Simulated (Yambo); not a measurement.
Yambo run on Cs2NaYF6 (space group Fm-3m, No. 225). The wavefunctions are LDA (pw.x of Quantum ESPRESSO, ONCV potentials, scalar-relativistic) ones on a 2×2×2 mesh (40 occupied bands); a = b = c = 6.506 Å, α = β = γ = 60.00°.

Yambo input:

```
rim_cut
gw0
dyson
el_el_corr
HF_and_locXC
ppa
em1d
RandQpts= 1000000
RandGvec= 1 Ry
FFTGvecs= 20 Ry
EXXRLvcs= 88 Ry
VXCRLvcs= 352 Ry
Chimod= "HARTREE"
% BndsRnXp
 2 | 286 |
%
NGsBlkXp= 7 Ry
% LongDrXp
 1.0 | 1.0 | 1.0 |
%
PPAPntXp= 27.2114 eV
% GbndRnge
 1 | 286 |
%
GTermKind= "BG"
DysSolver= "n"
ExtendOut
% QPkrange
 1 | 1 | 40 | 41 |
%
```

k points by index: 1 = Γ.

The o-*.qp file then holds:

```
#    K-point    Band    Eo [eV]    E [eV]    E-Eo [eV]    Vxc [eV]    Vnlxc [eV]    Sc|Eo [eV]    Sc|E [eV]    dSc/dw|Eo [eV]    Re(Z)    Im(Z)
#
    1    40    0.000000    -2.078188    -2.078188    -20.27351    -27.01946    4.200117    4.667768    -6.122767    0.816319    -0.001491
    1    41    6.542492    8.095243    1.552751    -9.032197    -4.190966    -3.090318    -3.288480    -3.472543    0.886828    -0.705021E-3
```
(The two width columns are left out.) Convergence of these settings isn't established.

Geometry of the Materials Project entry, not relaxed at this level.
